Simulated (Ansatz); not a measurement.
**SnSe: strain and displacement**

```
CELL_PARAMETERS angstrom
0.00000 3.01000 3.01000
3.01000 0.00000 3.01000
3.01000 3.01000 0.00000
ATOMIC_POSITIONS crystal
Sn 0.00000 0.00000 0.00000
Se 0.50000 0.50000 0.50000
```

Atom numbers follow the list: Sn1, Se2.

The geometry is COD entry 9008725, unchecked; take it as a test cell.

No spin–orbit coupling, which matters for the heavy atoms here.

Theory: DFT, LDA, all-electron PAW with datasets made for the crystal, scalar-relativistic in Ansatz 0.2.0.

The runs use a Γ-centred 9×9×9 k mesh, Fermi–Dirac smearing of 0.02 eV, cutoff 240 eV (chosen by the program for this cell), no spin polarisation.

The unchanged cell is at -3.25 GPa.

x, y and z are the Cartesian axes of the cell as listed; fractional coordinates follow a strain, and an engineering shear is twice the off-diagonal strain component.

Vzz stands for the principal value of largest size of the field-gradient tensor, whatever its axis.

Spin–orbit coupling is left out, which moves gradients at and beside heavy atoms by some per cent and at worst by a factor of two.

Task: With this change (equal xy, yz and zx engineering shear strains of -3 %), what becomes of the energy and stress and field gradients?

Result: Energy change +4 meV/atom; stress change (xx, yy, zz, yz, xz, xy) 0.00, 0.00, 0.00, 0.58, 0.58, 0.58 GPa, compression positive; Vzz in 10²¹ V/m²: Sn1 0 → 0.23 (η = 0.00), Se2 0 → -2.13 (η = 0.00).

With equal xy, yz and zx engineering shear strains of -1 %: energy change under 1 meV/atom; stress change (xx, yy, zz, yz, xz, xy) 0.00, 0.00, 0.00, 0.20, 0.20, 0.20 GPa, compression positive; Vzz in 10²¹ V/m²: Sn1 0 → 0.07 (η = 0.00), Se2 0 → -0.70 (η = 0.00).

Task: With this change (equal xy, yz and zx engineering shear strains of +2 %), what becomes of the energy and stress and field gradients?

Result: Energy change +2 meV/atom; stress change (xx, yy, zz, yz, xz, xy) 0.00, 0.00, 0.00, -0.42, -0.42, -0.42 GPa, compression positive; Vzz in 10²¹ V/m²: Sn1 0 → -0.14 (η = 0.00), Se2 0 → 1.39 (η = 0.00).

Task: With this change (equal xy, yz and zx engineering shear strains of -2 %), what becomes of the energy and stress and field gradients?

Result: Energy change +2 meV/atom; stress change (xx, yy, zz, yz, xz, xy) 0.00, 0.00, 0.00, 0.39, 0.39, 0.39 GPa, compression positive; Vzz in 10²¹ V/m²: Sn1 0 → 0.15 (η = 0.00), Se2 0 → -1.41 (η = 0.00).

Task: With this change (equal xy, yz and zx engineering shear strains of +1 %), what becomes of the energy and stress and field gradients?

Result: Energy change under 1 meV/atom; stress change (xx, yy, zz, yz, xz, xy) 0.00, 0.00, 0.00, -0.21, -0.21, -0.21 GPa, compression positive; Vzz in 10²¹ V/m²: Sn1 0 → -0.07 (η = 0.00), Se2 0 → 0.70 (η = 0.00).

Task: With this change (equal xy, yz and zx engineering shear strains of +3 %), what becomes of the energy and stress and field gradients?

Result: Energy change +4 meV/atom; stress change (xx, yy, zz, yz, xz, xy) 0.00, 0.00, 0.00, -0.64, -0.64, -0.64 GPa, compression positive; Vzz in 10²¹ V/m²: Sn1 0 → -0.20 (η = 0.00), Se2 0 → 2.07 (η = 0.00).
